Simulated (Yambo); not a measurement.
Yambo run on ZnS (zinc blende, space group F-43m, No. 216). The wavefunctions are norm-conserving LDA (Quantum ESPRESSO, 84 Ry, without SOC) ones on a 4×4×4 mesh (13 occupied bands); a = b = c = 3.745 Å, α = β = γ = 60.00°.

Yambo input:

```
rim_cut
gw0
dyson
el_el_corr
HF_and_locXC
ppa
em1d
RandQpts= 1000000
RandGvec= 1 Ry
EXXRLvcs= 84 Ry
VXCRLvcs= 336 Ry
Chimod= "HARTREE"
% BndsRnXp
 5 | 151 |
%
NGsBlkXp= 14 Ry
% LongDrXp
 1.0 | 1.0 | 1.0 |
%
PPAPntXp= 15 eV
% GbndRnge
 1 | 151 |
%
GTermKind= "BG"
DysSolver= "n"
ExtendOut
% QPkrange
 1 | 1 | 13 | 14 |
%
```

k points by index: 1 = Γ.

The o-*.qp file then holds:

```
#    K-point    Band    Eo [eV]    E [eV]    E-Eo [eV]    Vxc [eV]    Vnlxc [eV]    Sc|Eo [eV]    Sc|E [eV]    dSc/dw|Eo [eV]    Re(Z)    Im(Z)
#
    1    13    0.000000    -0.987690    -0.987690    -16.97383    -20.32773    2.079714    2.366214    -7.892299    0.775169    -0.001482
    1    14    2.127852    2.657134    0.529282    -11.99786    -7.239094    -4.097787    -4.229483    -6.769190    0.800790    -0.001358
```
(The two width columns are left out.) Convergence of these settings isn't established.

Geometry relaxed with LDA.
